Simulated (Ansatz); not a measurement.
CoSi:
```xyz
8
Lattice="4.3856 0.0000 0.0000 0.0000 4.3856 0.0000 0.0000 0.0000 4.3856" Properties=species:S:1:pos:R:3 pbc="T T T"
Co     3.7466     2.8319     1.5538
Co     2.8319     1.5538     3.7466
Co     1.5538     3.7466     2.8319
Co     0.6390     0.6390     0.6390
Si     0.6872     1.5056     2.8800
Si     1.5056     2.8800     0.6872
Si     2.8800     0.6872     1.5056
Si     3.6984     3.6984     3.6984
```

Relaxed with PBEsol. Special points in fractions of this cell's reciprocal vectors: Γ (0.000, 0.000, 0.000); X (0.000, 0.500, 0.000); M (0.500, 0.500, 0.000); R (0.500, 0.500, 0.500); X1 (0.500, 0.000, 0.000).

Q: List the band energies nearest the Fermi level at these points for plane-wave PAW PBEsol (Ansatz code).

A: In eV from the Fermi level; about four levels below and three above (degenerate sets whole), none deeper than 8.9 eV; points with the same levels are listed once.

```
k                          below                above
-  -----------------------------  -------------------
Γ  -0.94 -0.94 -0.94 -0.80 -0.80       0.01 0.01 0.01
X        -0.66 -0.66 -0.49 -0.49  1.06 1.06 1.62 1.62
M        -1.03 -1.03 -0.03 -0.03  0.64 0.64 2.15 2.15
R        -0.21 -0.21 -0.21 -0.21  5.62 5.62 5.62 5.62
```

Space group P2_13. The cell was relaxed with PBEsol under the symmetry of its start; of distortions, only those at the zone centre were tested. The run is not spin-polarised.

Potentials: the later of the program's two PAW sets.
